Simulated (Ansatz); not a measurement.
MgBr2:
```
CELL_PARAMETERS angstrom
      3.83557     0.00000     0.00000
     -1.91778     3.32170     0.00000
      0.00000     0.00000     6.34222
ATOMIC_POSITIONS crystal
  Mg 0.00000 0.00000 0.00000
  Br 0.33333 0.66667 0.23611
  Br 0.66667 0.33333 0.76389
```

Relaxed with r²SCAN+D4.

Map the electron localisation function on the plane through (0.000, 0.000, 0.000) spanned by u = [0, 0, 1] and v = [1, -1, 0] in lattice vectors, from the program Ansatz at the r²SCAN+D4 level (PAW).

x is the fraction of u, y of v (the angle between them is 90°; rows are the nearest grid lines); atoms in the plane: Mg at (0.00, 0.00), Br at (0.24, 0.33), Br at (0.76, 0.67).
```
y \ x   0.000  0.0938  0.188  0.281  0.375  0.469  0.531  0.625  0.719  0.812  0.906   1.00
------  -----  ------  -----  -----  -----  -----  -----  -----  -----  -----  -----  -----
1.00    0.169   0.385  0.028  0.025  0.009  0.002  0.002  0.009  0.025  0.028  0.385  0.169
0.909   0.367   0.048  0.061  0.036  0.014  0.004  0.010  0.135  0.344  0.384  0.045  0.367
0.848   0.025   0.032  0.062  0.034  0.014  0.007  0.071  0.623  0.795  0.834  0.449  0.025
0.758   0.339   0.034  0.031  0.022  0.010  0.024  0.478  0.877  0.794  0.808  0.842  0.339
0.697   0.445   0.026  0.016  0.012  0.007  0.059  0.658  0.912  0.057  0.061  0.844  0.445
0.606   0.365   0.034  0.061  0.056  0.017  0.033  0.573  0.902  0.385  0.379  0.838  0.365
0.545   0.136   0.186  0.554  0.572  0.270  0.013  0.187  0.823  0.873  0.863  0.757  0.136
0.455   0.136   0.757  0.863  0.873  0.823  0.187  0.013  0.270  0.572  0.554  0.186  0.136
0.394   0.365   0.838  0.379  0.385  0.902  0.573  0.033  0.017  0.056  0.061  0.034  0.365
0.303   0.445   0.844  0.061  0.057  0.912  0.658  0.059  0.007  0.012  0.016  0.026  0.445
0.242   0.339   0.842  0.808  0.794  0.877  0.478  0.024  0.010  0.022  0.031  0.034  0.339
0.152   0.025   0.449  0.834  0.795  0.623  0.071  0.007  0.014  0.034  0.062  0.032  0.025
0.0909  0.367   0.045  0.384  0.344  0.135  0.010  0.004  0.014  0.036  0.061  0.048  0.367
0.000   0.169   0.385  0.028  0.025  0.009  0.002  0.002  0.009  0.025  0.028  0.385  0.169
```

The density is the valence pseudo-density with augmentation charge, so density and ELF within about 1 Å of a nucleus are not all-electron values.

Space group P-3m1 (CdI2 type). The first step of the workflow began from a Materials Project structure, measured or hypothetical; the Crystallography Open Database files this formula in space group No. 164, but the cells were not matched. Its standing as an ambient phase is unchecked. The cell was relaxed with r²SCAN+D4 under the symmetry of its start; its stability against distortions is not shown here.

Potentials: the later of the program's two PAW sets.
